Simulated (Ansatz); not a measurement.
NbRh (L1₀ or tetragonal B2, P4/mmm), r²SCAN in the plane-wave PAW code Ansatz, all energies at zero smearing, with the estimated change up to a 700 eV cutoff added, with one set of potentials and settings (totals compare only within such a set). Cell of 2 atoms (1 Nb, 1 Rh): -10979.809 eV.

| element | reference phase | E (eV/atom) |
|---|---|---|
| Nb | Im-3m, 1 atoms in the cell | -4563.6321 |
| Rh | Fm-3m, 1 atoms in the cell | -6415.2735 |

Formation energy per atom, worked out: (-10979.809 − 1×(-4563.6321) − 1×(-6415.2735))/2 = -0.452 eV/atom (-44 kJ per mol of atoms), at 0 K, without zero-point energy or fitted corrections.

The workflow started from a Materials Project entry (that database holds measured and hypothetical structures alike); the Crystallography Open Database files this formula in space group No. 123, but the cells were not matched. Its standing as an ambient phase is unchecked. Symmetry was held in the r²SCAN relaxation; its stability against distortions is not shown here. No spin polarisation was allowed. The references are the lowest solids computed at this level, not always the standard phases.

Potentials: the later of the program's two PAW sets.
